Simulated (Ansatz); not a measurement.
Ansatz 0.2.0, settings compared: BeAs3

Run with:

```bash
ansatz run input.yaml --threads 1 --pin off --max-ram 2560MiB --backend cpu --events-out ev --progress --plain --runs-dir out
```

Input:

```yaml
crystal:
  lattice:
    - [0.0, 4.185939, 0.0]
    - [4.185939, 0.0, 0.0]
    - [2.092969, 2.092969, -9.04478]
  atoms:
    - { symbol: As, position: [0.5, 0.0, 0.0] }
    - { symbol: As, position: [0.0, 0.5, 0.0] }
    - { symbol: As, position: [0.75, 0.25, 0.5] }
    - { symbol: As, position: [0.25, 0.75, 0.5] }
    - { symbol: As, position: [0.37498, 0.37498, 0.25004] }
    - { symbol: As, position: [0.62502, 0.62502, 0.74996] }
    - { symbol: Be, position: [0.11886, 0.11886, 0.76228] }
    - { symbol: Be, position: [0.88114, 0.88114, 0.23772] }
  symmetry: { tolerance: 0.0003 }
kpoints:
  mp_grid: { grid: [5, 5, 5], shift: [0, 0, 0] }
magnetization:
  spin_polarized: false
scf:
  occupations: { method: fermi_dirac }
hamiltonian:
  pseudopotentials: { kind: paw }
  xc: r2scan
basis:
  ecutwfc: 500
output:
  forces: true
  stress: true
  eigenvalues: true
  write_density: true
  write_potential: true
  elf: true
  volumetric_format: npy
```

Origin of the cell: a known structure type with other elements, at an estimated volume, so it need not be a known compound.

The smearing width isn't typed, so it takes its default of 0.1 eV.

Output of this run (shortened):

```
SCF iter   1: F=—  HF=-29367.149276 eV  Δρ=4.96e-3  dr2=1.33e-1  dr2_τ=6.93e-3
SCF iter   2: F=—  HF=-29367.169324 eV  Δρ=3.22e-3  dr2=5.30e-2  dr2_τ=1.50e-4  defer=6
SCF iter   3: F=—  HF=-29367.164437 eV  Δρ=1.54e-3  dr2=1.16e-2  dr2_τ=6.37e-5  defer=6
SCF iter   4: F=—  HF=-29367.163188 eV  Δρ=3.51e-4  dr2=1.96e-4  dr2_τ=8.54e-6  defer=6
SCF iter   5: F=—  HF=-29367.163442 eV  Δρ=1.04e-4  dr2=5.46e-5  dr2_τ=2.14e-7  defer=6
SCF iter   6: F=—  HF=-29367.163498 eV  Δρ=3.60e-5  dr2=3.47e-6  dr2_τ=5.43e-8  defer=6
SCF iter   7: F=—  HF=-29367.163500 eV  Δρ=1.39e-5  dr2=8.64e-7  dr2_τ=8.85e-9  defer=6
SCF iter   8: F=-29367.163500 eV  HF=-29367.163500 eV  Δρ=5.75e-6  dr2=5.82e-8  dr2_τ=1.02e-9
SCF 1 converged in 8 iterations: F = -29367.163500 eV  dr2 = 5.82e-8
SCF converged after 8 iterations
Free energy (F): -29367.163500 eV
Harris-Foulkes:  -29367.163500 eV  (|F-HF|=3.54e-8)
Internal energy: -29367.025682 eV  (E = F + TS)
E sigma→0 (E₀):  -29367.094591 eV
Entropy (-TS):   -0.137818 eV (-17.227 meV/atom)
Fermi energy:    9.288806 eV
--- Per-component energies (eV) ---
  E_band       = -1546.785334
  E_kinetic    = 628.765229
  E_local      = -10724.262734  (includes V_loc(G=0)·N_el)
  E_nonlocal   = -4016.336725
  E_hartree    = 5871.091364
  E_xc         = -471.066231
  E_vxc        = -538.142405  (∫ρ·V_xc dr)
  E_paw        = -11199.717792  (= ΣΔE_a)
  E_vpaw       = 1331.104709  (= ΣTr[D̂ρ^β])
  E_aug_tail   = -0.000034  (compensation charges beyond the density's cutoff)
  E_vtau       = 29.918925  (kinetic-family band-sum trace: ∫τ·v_τ [+ j·A + Jᵃ·Aᵃ] dr)
  E_ewald      = -9446.730258
  E_core_change = -8.768501  (= ΣΔE_core)
  E_smearing   = -0.137818  (= −TS)
  Σ components = -29367.163500   (vs F -29367.163500, Δ=0.00e0)
--- Forces (eV/Å), atoms counted from 1 ---
  atom   1  As    -0.000000     0.000000     0.000000
[… 2 lines left out …]
  atom   4  As     0.000000    -0.000000    -0.000000
  atom   5  As     0.000000     0.000000     0.094483
  atom   6  As    -0.000000    -0.000000    -0.094483
  atom   7  Be     0.000000     0.000000     0.004015
  atom   8  Be    -0.000000    -0.000000    -0.004015
  max |Σ_I F_I| component: 4.16e-17 eV/Å
--- Stress (GPa, compression-positive) ---
       -9.733893       0.000000       0.000000
        0.000000      -9.733893       0.000000
        0.000000       0.000000      -7.240599
  P = ⅓ Tr σ = -8.9028 GPa (-89.028 kbar)
```

The same input was run again with these changes:

1. `kpoints.mp_grid.shift` [0, 0, 0] → [0.5, 0.5, 0.5]
2. `kpoints.mp_grid.grid` [5, 5, 5] → [2, 2, 2]
3. `scf.algorithm` default → direct_min; `basis.ecutwfc` 500 → "14.7 Ry"; `kpoints.mp_grid.shift` [0, 0, 0] → [0.5, 0.5, 0.5]
4. `scf.convergence.dr2_threshold` default → 1.0e-06

| run | end | SCF iterations | P (GPa) | max force component (eV/Å) | moment (μB) | ΔE(σ→0) (meV/atom) |
| --- | --- | --- | --- | --- | --- | --- |
| base | converged | 8 | -8.90 | 0.094 | – | 0 |
| 1 | converged | 8 | -8.88 | 0.046 | – | -4.58 |
| 2 | converged | 10 | -8.98 | 0.384 | – | 107.22 |
| 3 | converged | 8 | -8.50 | 0.048 | – | 3813.57 |
| 4 | converged | 8 | -8.90 | 0.094 | – | 0.00 |

Energies are compared only where functional, datasets, charge and starting cell are the same.

Not properties of the system: run 2 (too coarse or loose: `kpoints.mp_grid.grid` = [2, 2, 2]), run 3 (too coarse or loose: `basis.ecutwfc` = "14.7 Ry").

Caveats of the base run: the k mesh is coarse if the cell is a metal.

Run 1: the k mesh keeps only part of the crystal's symmetry.
Run 3: the cutoff lies below the datasets' advice; the k mesh keeps only part of the crystal's symmetry.
Run 4: the SCF threshold is loose for forces.

Time of the base run: 13 s on 1 thread of Intel(R) Xeon(R) 6975P-C (Granite Rapids), with other jobs on the host, peak memory 0.87 GiB, from the program's own first density.
